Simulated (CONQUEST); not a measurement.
CONQUEST run on Te2Mo (P6_3/mmc, 12 atoms in the cell; from Materials Project mp-602, changed as shown): self-consistent single point.

All values come from this method and carry its errors: CONQUEST 1.3 with PBE, numerical atomic orbitals double-zeta with polarisation (the shipped basis), PseudoDojo norm-conserving potentials made for PBE.

The change in words: lattice scaled by 1.02. Reference geometry (P6_3/mmc):
```xyz
12
Lattice="3.5657 0.0000 0.0000 0.0000 6.1759 0.0000 0.0000 0.0000 14.6478" Properties=species:S:1:pos:R:3 pbc="T T T"
Te     0.0000     2.0586     9.1962
Te     1.7828     1.0293     5.4516
Te     1.7828     1.0293     1.8723
Te     0.0000     2.0586    12.7755
Te     1.7828     5.1466     9.1962
Te     0.0000     4.1173     5.4516
Te     0.0000     4.1173     1.8723
Te     1.7828     5.1466    12.7755
Mo     0.0000     2.0586     3.6619
Mo     1.7828     1.0293    10.9858
Mo     1.7828     5.1466     3.6619
Mo     0.0000     4.1173    10.9858
```

Reference input (self-consistent single point, DFT, PBE, numerical atomic orbitals double-zeta with polarisation (the shipped basis), PseudoDojo norm-conserving potentials made for PBE): basis = DZP; Diag.MPMeshX, Y, Z = 6 4 2; potentials = PseudoDojo norm-conserving PBE; Grid.GridCutoff = 175 Ha; DM.SolutionMethod = diagon; Diag.kT = 0.000367 Ha; Diag.GammaCentred = true; minE.SCTolerance = 1.0e-06; SC.MaxIters = 100; SC.LinearMixingFactor = 0.3; SC.KerkerPreCondition = true; SC.KerkerFactor = 0.1 1/bohr. This run's input differs from it in these lines:

```diff
@@ -32,5 +32,5 @@
 # file: coords.dat
-     6.738101956      0.000000000      0.000000000
-     0.000000000     11.670735007      0.000000000
-     0.000000000      0.000000000     27.680292534
+     6.872863995      0.000000000      0.000000000
+     0.000000000     11.904150198      0.000000000
+     0.000000000      0.000000000     28.233899140
 12
```

The program printed (abridged):

```
    new_SC_potl: Starting.  Tolerance:  0.10000E-05

    PulayMixSC: Starting Pulay mixing, A_up =  0.300 A_dn =  0.300
    PulayMixSC: Spin non-polarised calculation.
    PulayMixSC: with Kerker preconditioning, q0 =  0.100
          Harris-Foulkes Energy            :     -1120.071833156625189 Ha
          (TS=0 as O(N) or entropic contribution is negligible)
          DFT Total Energy                 :     -1119.423162648826292 Ha
          Total number of electrons        :       183.999999999996078
    PulayMixSC: Pulay iteration     1 residual:              0.15813E-02
   [... lines left out ...]
          (TS=0 as O(N) or entropic contribution is negligible)
          DFT Total Energy                 :     -1119.932850386443306 Ha
          Total number of electrons        :       184.000187432604775
    PulayMixSC: Pulay iteration     8 residual:              0.10464E-05
          Harris-Foulkes Energy            :     -1119.932850282339814 Ha
          (TS=0 as O(N) or entropic contribution is negligible)
          DFT Total Energy                 :     -1119.932850400020016 Ha
          Total number of electrons        :       184.000187380293653
    PulayMixSC: Pulay iteration     9 residual:              0.71131E-06
    PulayMixSC: Reached SCF tolerance of  0.71131E-06 after      9 iterations
      | Number of electrons      =       184.000187
      |* band energy as 2Tr[K.H] =      -200.905266951672388 Ha
      |  screened ion-ion energy =      -848.465313740780061 Ha
      |  Ha correction           =         4.520336926453381 Ha
      |  XC correction           =       -75.082677104134092 Ha
      |* Harris-Foulkes energy   =     -1119.932850282339814 Ha
      |* DFT total energy        =     -1119.932850400020016 Ha
      |  estimated accuracy      =         0.000000117680202 Ha

    force: Forces on atoms (Ha/a0)
    force:  Atom   X              Y              Z
    force:     1  -0.0000153211  -0.0000103900   0.0047947201
    force:     2  -0.0000153211   0.0000103900  -0.0047947201
   [... lines left out ...]
    force: Maximum force :        0.00479472(Ha/a0) on atom         3 in z direction
   [... lines left out ...]
    force: Force Residual:        0.00391582 Ha/a0
    force: Total stress:          2.57225885    -0.00000000    -0.00000000 GPa
                            -0.00000000     2.43632307     0.00000000
                             0.00000000    -0.00000000     1.79333380
    force: Average pressure:     -2.26730524 GPa

    force: Finished force
    get_E_and_F: Change in energy during last step of electronic optimisation: -0.19163E-06
```

The run converged in 9 iterations. CONQUEST prints the stress tensor with tension positive. Against the reference run the free energy goes down by 3.2 meV/atom, the pressure goes from 3.11 to -2.27 GPa, the largest force goes from 0.599 to 0.247 eV/Å and the gap on the mesh goes from 0.919 to 0.883 eV.

Spin-orbit coupling is left out, which matters for bands and gaps with elements this heavy. The program uses no crystal symmetry, so grid and mesh can part values that symmetry would make equal. The atom-centred basis is finite, which shifts total energies, pressures, gaps and forces against plane waves. The structure comes from a collection of computed structures, made at another level of theory; the collection holds predicted forms beside known ones.

Cost on one core: very roughly 2.6 core-minutes.
